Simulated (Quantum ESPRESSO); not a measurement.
## Zr4RuWSnTi (input and log of a self-consistent run)

Simulated, not a measurement. The program is pw.x of Quantum ESPRESSO 7.5 (plane-wave density functional theory). The cell is made up: eight metal atoms on a hexagonal close-packed lattice, with elements, volume, strain and displacements drawn at random and not relaxed, so it may be unstable or far from any real phase. PseudoDojo standard norm-conserving files set the functional (PBE unless stated); there is no spin polarisation or spin-orbit coupling, the Fermi-Dirac width of 0.25 eV means electrons at about 2900 K, and the masses in the input are unused placeholders. The tin pseudopotential is less sure than most, with forces differing by about three percent from a second method on plain tin. Heavy elements are run without spin-orbit coupling, which real alloys of them have. A spin test at this wide smearing found no moment, but such smearing suppresses magnetism that the real alloy may have.

Input:

```
&control calculation='scf', pseudo_dir='./dojo.nc.sr.pbe.v0_5.standard.upf', outdir='./o', disk_io='medium', tprnfor=.true., tstress=.true. /
&system ibrav=0, nat=8, ntyp=5, nbnd=69, ecutwfc=84.00895049, nosym=.true., tot_charge=0,
 occupations='smearing', smearing='fd', degauss=0.0183746611
/
&electrons conv_thr=1.470e-08, electron_maxstep=70, mixing_beta=0.5 /
ATOMIC_SPECIES
Ru 1.0 Ru.upf
Sn 1.0 Sn.upf
Ti 1.0 Ti.upf
W 1.0 W.upf
Zr 1.0 Zr.upf
CELL_PARAMETERS angstrom
0.039 5.3982 -0.0206
3.0396 0.0028 4.9824
3.1063 0.0423 -5.0227
ATOMIC_POSITIONS angstrom
Zr -0.002 0.0791 -0.0007
Ru 3.0823 0.1388 -0.0003
W 3.0806 1.8073 -2.5318
Zr 3.0359 1.8537 2.5366
Sn 1.6034 2.6238 0.0096
Zr 4.676 2.7101 -0.0529
Ti 1.5758 4.4266 -2.5627
Zr 1.529 4.4521 2.4274
K_POINTS automatic
5 5 5 1 1 1
```

The log is shortened where brackets say so; the opening notice, blank lines, dates and the lines on written files are dropped, and the path of the files is cut. It prints rydbergs, bohrs and kilobars, and counts compression as positive stress. Its total energy is the free energy E - TS of the whole cell.

```
     Program PWSCF v.7.5
     Parallel version (MPI & OpenMP), running on       1 processor cores
     Number of MPI processes:                 1
     Threads/MPI process:                     1
     [start-up lines left out]
     bravais-lattice index     =            0
     lattice parameter (alat)  =      10.2015  a.u.
     unit-cell volume          =    1119.8868 (a.u.)^3
     number of atoms/cell      =            8
     number of atomic types    =            5
     number of electrons       =       104.00
     number of Kohn-Sham states=           69
     kinetic-energy cutoff     =      84.0090  Ry
     charge density cutoff     =     336.0358  Ry
     scf convergence threshold =      1.5E-08
     mixing beta               =       0.5000
     number of iterations used =            8  plain     mixing
     Exchange-correlation= PBE
                           (   1   4   3   4   0   0   0)
     [axes and pseudopotential details left out]
   Cartesian axes
     site n.     atom                  positions (alat units)
         1        Zr     tau(   1) = (  -0.0003705   0.0146525  -0.0001297  )
         2        Ru     tau(   2) = (   0.5709676   0.0257114  -0.0000556  )
         3        W      tau(   3) = (   0.5706527   0.3347856  -0.4689925  )
         4        Zr     tau(   4) = (   0.5623724   0.3433808   0.4698817  )
         5        Sn     tau(   5) = (   0.2970150   0.4860347   0.0017783  )
         6        Zr     tau(   6) = (   0.8661858   0.5020210  -0.0097992  )
         7        Ti     tau(   7) = (   0.2919024   0.8199867  -0.4747165  )
         8        Zr     tau(   8) = (   0.2832331   0.8247103   0.4496534  )
     number of k points=    63  Fermi-Dirac smearing, width (Ry)=  0.0184
                       cart. coord. in units 2pi/alat
        k(    1) = (   0.1749598   0.0987453   0.0015562), wk =   0.0320000
        k(    2) = (   0.3499462   0.0970737  -0.1051964), wk =   0.0320000
     [further k points left out]
     Dense  grid:   116483 G-vectors     FFT dimensions: (  60,  72,  72)
     Estimated max dynamical RAM per process >     214.47 MB
     Initial potential from superposition of free atoms
     starting charge     103.9861, renormalised to     104.0000
     Starting wfcs are   79 randomized atomic wfcs
     total cpu time spent up to now is       51.6 secs
     per-process dynamical memory:   110.7 Mb
     Self-consistent Calculation
     iteration #  1     ecut=    84.01 Ry     beta= 0.50
     Davidson diagonalization with overlap
     ethr =  1.00E-02,  avg # of iterations =  2.3
     total cpu time spent up to now is      160.3 secs
     total energy              =   -1033.87198561 Ry
     estimated scf accuracy    <       2.12117586 Ry
     iteration #  2     ecut=    84.01 Ry     beta= 0.50
     Davidson diagonalization with overlap
     ethr =  2.04E-03,  avg # of iterations =  3.6
     total cpu time spent up to now is      279.0 secs
     total energy              =   -1034.43694726 Ry
     estimated scf accuracy    <      13.62184142 Ry
     iteration #  3     ecut=    84.01 Ry     beta= 0.50
     Davidson diagonalization with overlap
     ethr =  2.04E-03,  avg # of iterations =  2.0
     total cpu time spent up to now is      380.6 secs
     total energy              =   -1035.18549464 Ry
     estimated scf accuracy    <       2.20356087 Ry
     iteration #  4     ecut=    84.01 Ry     beta= 0.50
     Davidson diagonalization with overlap
     ethr =  2.04E-03,  avg # of iterations =  1.0
     total cpu time spent up to now is      465.9 secs
     total energy              =   -1035.08431976 Ry
     estimated scf accuracy    <       0.80120520 Ry
     iteration #  5     ecut=    84.01 Ry     beta= 0.50
     Davidson diagonalization with overlap
     ethr =  7.70E-04,  avg # of iterations =  2.0
     total cpu time spent up to now is      545.8 secs
     total energy              =   -1035.16254626 Ry
     estimated scf accuracy    <       0.24769254 Ry
     [iterations 6 to 13 left out]
     iteration # 14     ecut=    84.01 Ry     beta= 0.50
     Davidson diagonalization with overlap
     ethr =  4.32E-09,  avg # of iterations =  3.5
     total cpu time spent up to now is     1513.2 secs
     total energy              =   -1035.18528434 Ry
     estimated scf accuracy    <       0.00000075 Ry
     iteration # 15     ecut=    84.01 Ry     beta= 0.50
     Davidson diagonalization with overlap
     ethr =  7.19E-10,  avg # of iterations =  4.6
     total cpu time spent up to now is     1615.3 secs
     total energy              =   -1035.18528445 Ry
     estimated scf accuracy    <       0.00000037 Ry
     iteration # 16     ecut=    84.01 Ry     beta= 0.50
     Davidson diagonalization with overlap
     ethr =  3.60E-10,  avg # of iterations =  2.1
     total cpu time spent up to now is     1708.5 secs
     total energy              =   -1035.18528449 Ry
     estimated scf accuracy    <       0.00000012 Ry
     iteration # 17     ecut=    84.01 Ry     beta= 0.50
     Davidson diagonalization with overlap
     ethr =  1.12E-10,  avg # of iterations =  2.8
     total cpu time spent up to now is     1785.8 secs
     total energy              =   -1035.18528449 Ry
     estimated scf accuracy    <       0.00000022 Ry
     iteration # 18     ecut=    84.01 Ry     beta= 0.50
     Davidson diagonalization with overlap
     ethr =  1.12E-10,  avg # of iterations =  1.2
     total cpu time spent up to now is     1838.8 secs
     End of self-consistent calculation
     [lines on levels left out]
!    total energy              =   -1035.18528451 Ry
     estimated scf accuracy    <          2.5E-09 Ry
     smearing contrib. (-TS)   =      -0.15581072 Ry
     internal energy E=F+TS    =   -1035.02947378 Ry
     The total energy is F=E-TS. E is the sum of the following terms:
     one-electron contribution =    -242.87603515 Ry
     hartree contribution      =     171.28917938 Ry
     xc contribution           =    -208.82972726 Ry
     ewald contribution        =    -754.61289075 Ry
     convergence has been achieved in  18 iterations
     Forces acting on atoms (cartesian axes, Ry/au):
     atom    1 type  5   force =     0.00575652   -0.01378158    0.01896081
     atom    2 type  1   force =     0.01049359   -0.00767126   -0.01562918
     atom    3 type  4   force =    -0.00094806   -0.00218888    0.01491388
     atom    4 type  5   force =     0.02390920   -0.03482494   -0.03819869
     atom    5 type  2   force =     0.00660607    0.01572155   -0.01669461
     atom    6 type  5   force =    -0.03637974    0.00683769    0.02965261
     atom    7 type  3   force =     0.01540244    0.01296982    0.01810942
     atom    8 type  5   force =    -0.02484002    0.02293759   -0.01111422
     Total force =     0.096367     Total SCF correction =     0.000196
     Computing stress (Cartesian axis) and pressure
          total   stress  (Ry/bohr**3)                   (kbar)     P=      -41.79
  -0.00043314  -0.00003034   0.00000785          -63.72       -4.46        1.16
  -0.00003034  -0.00029828  -0.00002309           -4.46      -43.88       -3.40
   0.00000785  -0.00002309  -0.00012086            1.16       -3.40      -17.78
     init_run     :     47.52s CPU     51.33s WALL (       1 calls)
     electrons    :   1732.93s CPU   1787.24s WALL (       1 calls)
     forces       :      9.56s CPU      9.64s WALL (       1 calls)
     stress       :     38.34s CPU     38.52s WALL (       1 calls)
     [timing details left out]
     PWSCF        :  30m28.88s CPU  31m28.61s WALL
     JOB DONE.
```

In other units: free energy -14084.413 eV for the cell, pressure -4.18 GPa, largest force component 0.982 eV/Å in size. The run took 1890 s of wall time with one process on a shared machine (AMD EPYC, Zen 5, virtual cores), so the time is rough. A rerun of this cell at a higher cutoff and on a denser mesh moved values by no more than 0.002 eV in energy, 0.02 GPa in stress and 0.003 eV/Å in force, and a second program with other atomic files agreed on that cell to 2 % rms in force and 0.5 GPa in pressure.